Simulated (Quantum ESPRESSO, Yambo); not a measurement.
Mg$_{2}$Si (space group Fm-3m, No. 225): static response along x against the Γ-centred k mesh (Yambo on LDA (Quantum ESPRESSO, PseudoDojo norm-conserving, 84 Ry, without SOC) bands; 48 bands, 4 Ry block). The smallest direct LDA gap is 1.97 eV.

| k mesh | ε(0), independent particles | ε(0), RPA with local fields |
|---|---|---|
| 4×4×4 | 32.5 | 28.4 |
| 6×6×6 | 22.2 | 19.3 |
| 8×8×8 | 18.9 | 16.3 |
| 10×10×10 | … | … |

### Question
What does the densest mesh give?

### Answer

- 10×10×10, ε(0), independent particles: 17.6
- 10×10×10, ε(0), RPA with local fields: 15.2

The last step changes the RPA value by 7.5 %: not yet converged. Electronic response only; costs are rough.

Geometry relaxed with LDA; primitive cell a = 4.426 Å, b = 4.426 Å, c = 4.426 Å, α = 60.00°, β = 60.00°, γ = 60.00°.
